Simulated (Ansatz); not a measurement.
Generalised stacking fault of HfO₂ (fluorite) on the {100} plane. The cell below holds the perfect crystal with the plane normal along z; tilting its third vector by the shift puts one fault into each cell, between planes 1.27 Å apart, at fixed cell height.

```
CELL_PARAMETERS angstrom
      3.60455     0.00000     0.00000
      0.00000     3.60455     0.00000
      1.80227     1.80227     7.64640
ATOMIC_POSITIONS crystal
  Hf 0.00000 0.00000 0.91667
  Hf 0.33333 0.33333 0.25000
  Hf 0.66667 0.66667 0.58333
  O  0.91667 0.41667 0.08333
  O  0.25000 0.75000 0.41667
  O  0.58333 0.08333 0.75000
  O  0.41667 0.91667 0.08333
  O  0.75000 0.25000 0.41667
  O  0.08333 0.58333 0.75000
```

In-plane vectors a = (3.605, 0.000) Å, b = (0.000, 3.605) Å, area 12.99 Å². The shift is s times the vector a + b (length 5.098 Å), so s = 1 restores the start. The shift is rigid: no atom relaxes. γ = [E(shift) − E(0)] / area.

Method: PBE (plane waves to 420 eV, PAW, scalar-relativistic; Ansatz, an electronic-structure program). k mesh 8×8×8 (Γ-centred), Fermi-Dirac smearing 0.05 eV. Energies are extrapolated to zero smearing. Compression counts positive. Faults lie only 7.6 Å apart, and holding the cell height and the atoms raises γ above its relaxed value. Left out: 5 of 12 points, with atoms too close for the PAW data. HfO2 is run without spin polarisation. HfO2 was relaxed with its symmetry unable to fall. Spin-orbit coupling is left out, though Hf is heavy. This is a high-temperature form of HfO2. γ is measured from zero shift.

Predict the γ (J/m²) and σ normal to the fault (GPa) at s = 0.083, 0.167, 0.333, 0.667, 0.833, 0.917.


| s | γ (J/m²) | σ normal to the fault (GPa) |
|---|---|---|
| 0.083 | 0.45 | 3.3 |
| 0.167 | 1.77 | 13.1 |
| 0.333 | 3.44 | 24.3 |
| 0.667 | 3.44 | 24.3 |
| 0.833 | 1.77 | 13.1 |
| 0.917 | 0.45 | 3.3 |

(The slope of γ gives the shear force per area between the displaced halves; near zero shift its curvature is an elastic stiffness.)
